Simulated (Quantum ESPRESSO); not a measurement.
Inputs of pw.x and gipaw.x (a modified build of Quantum ESPRESSO, PBE) for NaF; the starting potential comes from an earlier run on another mesh:

```
&CONTROL
  calculation = 'scf'
  prefix = 'x'
  pseudo_dir = './pseudo'
  outdir = './out'
  tprnfor = .true.
/
&SYSTEM
  ibrav = 0
  nat = 2
  ntyp = 2
  ecutwfc = 60
  ecutrho = 240
  occupations = 'fixed'
  nbnd = 8
/
&ELECTRONS
  conv_thr = 1e-11
  startingpot = 'file'
/
ATOMIC_SPECIES
Na 22.990 Na.GGA_PBE-JTH.UPF
F 18.998 F.GGA_PBE-JTH.UPF
CELL_PARAMETERS angstrom
    0.000000000000     2.317000000000     2.317000000000
    2.317000000000     0.000000000000     2.317000000000
    2.317000000000     2.317000000000     0.000000000000
ATOMIC_POSITIONS crystal
Na     0.000000000000     0.000000000000     0.000000000000
F      0.500000000000     0.500000000000     0.500000000000
K_POINTS automatic
5 5 5 1 1 1
```

```
&INPUTGIPAW
  job = 'nmr'
  prefix = 'x'
  tmp_dir = './out/'
  restart_mode = 'from_scratch'
  pawproj(1) = .true.
  pawproj(2) = .true.
  use_nmr_macroscopic_shape = .false.
/
```

The cell was made here from an entry of the Crystallography Open Database (unchecked): atoms relaxed with PBE in the measured cell (PBE without dispersion, pw.x of Quantum ESPRESSO, symmetry kept).  Stability against distortions was not tested.

Problem. Give the final section of the GIPAW output.

Solution. 
```
     Total NMR chemical shifts in ppm: ---------------------------------------
     (adopting the Simpson convention for anisotropy and asymmetry)-----------

     Atom  1  Na  pos: (  0.000000  0.000000  0.000000)  Total sigma:         539.03
           539.0329          0.0000         -0.0000
            -0.0000        539.0329         -0.0000
            -0.0000         -0.0000        539.0329

     Na      1    anisotropy:      0.00    eta:    0.0000
     Na      1    sigma_11=    539.03
     Na      1    sigma_22=    539.03
     Na      1    sigma_33=    539.03

     Atom  2  F   pos: (  0.707107  0.707107  0.707107)  Total sigma:         388.87
           388.8706         -0.0000         -0.0000
            -0.0000        388.8706         -0.0000
             0.0000         -0.0000        388.8706

     F       2    anisotropy:      0.00    eta:    0.0000
     F       2    sigma_11=    388.87
     F       2    sigma_22=    388.87
     F       2    sigma_33=    388.87
```
The printed anisotropy is 3/2 (σ_33 − σ_iso) in the program's own order; the axes are left out here. All sites are cubic, so the anisotropy vanishes by symmetry. Shieldings are absolute and leave out the bulk-susceptibility term; a larger σ means a smaller chemical shift. By our sweeps, such settings leave a few ppm in absolute σ. No d partial waves on Na: the paramagnetic term there is incompletely reconstructed.
